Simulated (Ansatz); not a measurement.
MgS (rock salt, space group No. 225) at seven volumes, the program Ansatz at the PBE level (PAW), scaled uniformly. One row is withheld.

| V (Å³/atom) | P (GPa) |
|---|---|
| 16.270 | 8.46 |
| 16.806 | 5.19 |
| 17.343 | 2.40 |
| 17.879 | 0.00 |
| 18.415 | -2.06 |
| 18.952 | ? |
| 19.488 | -5.34 |

**Question.** Fit the shown pressures and predict the withheld one.

**Answer.** P = (3/2)B₀(x^(7/2) − x^(5/2))[1 + (3/4)(B′ − 4)(x − 1)] with x = (V₀/V)^(2/3). Least squares on the six rows gives V₀ = 17.879 Å³/atom, B₀ = 73.9 GPa, B′ = 4.10. At V = 18.952, x = 0.9619 and P = -3.82 GPa. The run itself gave -3.82 GPa.

Space group Fm-3m (rock salt). Symmetry was held in the PBE relaxation.

Potentials: the later of the program's two PAW sets.
